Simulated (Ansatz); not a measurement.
SiGe:
```cif
data_Ge2Si2
_chemical_formula_sum 'Si2 Ge2'
_space_group_name_H-M_alt 'P 1'
_space_group_IT_number 1
_cell_length_a 3.90426
_cell_length_b 3.90426
_cell_length_c 6.45402
_cell_angle_alpha 90.000
_cell_angle_beta 90.000
_cell_angle_gamma 120.000
loop_
_space_group_symop_operation_xyz
  'x, y, z'
loop_
_atom_site_label
_atom_site_type_symbol
_atom_site_fract_x
_atom_site_fract_y
_atom_site_fract_z
_atom_site_occupancy
Si1 Si 0.66667 0.33333 0.87448 1
Si2 Si 0.33333 0.66667 0.37448 1
Ge1 Ge 0.66667 0.33333 0.50052 1
Ge2 Ge 0.33333 0.66667 0.00052 1
```

Relaxed with r²SCAN. DFT-r²SCAN in the program Ansatz with PAW potentials gives a gap of 0.66 eV.

Question: What gap does HSE06 give on the same cell (Ansatz, PAW)?

Answer: 0.98 eV, 0.31 eV more. The hybrid was solved on a coarser mesh and at special points; its gap is the smallest among all of these.

| k | v1 r²SCAN | c1 r²SCAN | v1 HSE06 | c1 HSE06 |
|---|---|---|---|---|
| Γ | 0.00 | 0.79 | … | … |
| A | -1.01 | 1.59 | … | … |
| K | -3.51 | 1.26 | … | … |
| H | -2.22 | 1.68 | -2.29 | 2.03 |
| M | -1.61 | 0.66 | -1.67 | 0.98 |
| L | -2.63 | 0.93 | … | … |

Question: Top valence (v1) and lowest conduction level (c1) in eV from each method's valence maximum (which need not be a listed point): supply the withheld HSE06 values.

Answer: 
- K, v1 HSE06: -3.67
- K, c1 HSE06: 1.60
- L, v1 HSE06: -2.73
- L, c1 HSE06: 1.26
- Γ, v1 HSE06: 0.00
- Γ, c1 HSE06: 1.10
- A, v1 HSE06: -1.04
- A, c1 HSE06: 1.95

Cost on shared cores: the r²SCAN run (SCF on a 8×8×5 mesh, then bands and DOS) very roughly 80 core-seconds, the HSE06 run (SCF on 6×6×3, then a few points) roughly 4 core-minutes; the tasks are unlike.

Space group P6_3mc (wurtzite). The workflow started from a Materials Project entry (that database holds measured and hypothetical structures alike); the Crystallography Open Database copy checked does not list it. Its standing as an ambient phase is unchecked. The r²SCAN relaxation kept the symmetry of its start; its stability against distortions is not shown here. Scalar-relativistic: spin–orbit coupling is off unless named, which matters more the heavier the elements.

Potentials: the later of the program's two PAW sets.
